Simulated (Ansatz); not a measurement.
# As: stationary points along a deformation path

These are results of DFT PBEsol, scalar-relativistic, plane waves, PAW (Ansatz), not measurements. Settings: plane waves to 420 eV, k-mesh 18×18×18 (Γ-centred), Gaussian smearing 0.15 eV. No spin polarisation. Energies are free energies at this smearing, counted from the undisturbed cell; pressure is positive in compression.

The undisturbed cell (as given, not relaxed at this level; it stands at 0.1 GPa):

```
As
1.0
     1.87975    1.08527    3.48577
    -1.87975    1.08527    3.48577
     0.00000   -2.17055    3.48577
As
2
Direct
  0.22754 0.22754 0.22754
  0.77246 0.77246 0.77246
```

At fixed volume and fractional coordinates, lengths along (0.000, 0.000, 1.000) are scaled against those across it; ρ is that ratio over its starting value. V = 21.333 Å³/atom. Δσ is the stress along the axis less the mean stress across it (compression positive).

```csv
ρ,ΔE (meV/atom),Δσ (GPa),space group
0.800,109.4,11.40,R-3m
0.850,55.0,8.65,R-3m
0.920,10.4,3.93,R-3m
0.960,0.5,1.32,R-3m
1.000,0.0,-0.97,R-3m
1.050,8.1,-2.43,R-3m
1.100,20.2,-3.60,R-3m
1.200,60.9,-7.30,R-3m
1.300,131.1,-12.30,R-3m
```

Task: How does the stress give the slope of the energy, and where is the energy stationary?

Result: Along the path d ln(length) is 2/3 d ln ρ on the axis and −1/3 d ln ρ across it, so dE/d ln ρ = −(2/3) V Δσ: the energy falls with ρ where Δσ is positive. Δσ vanishes or changes sign between ρ = 0.960 and 1.000, a minimum (near 0.98 by linear interpolation). Pairs of stationary points between two samples would go unseen, and could change a minimum read from distant neighbours into a maximum.

Task: Integrate that slope from ρ = 1 to 0.850 by the trapezoid rule.

Result: With V/N in Å³ and 1 eV/Å³ = 160.2 GPa the slopes at ρ = 1.000, 0.960, 0.920, 0.850 are 86, -118, -348, -767 meV/atom per unit of ln ρ. The steps add 0.6 + 9.9 + 44.2 = 54.7 meV/atom, against 55.0 from the energies; the trapezoid rule misses the curvature of the slope within each step.

Forces appear on the atoms along this scan, and letting them relax would lower the energy and soften the response. In a metal these slopes depend on the k mesh and the smearing.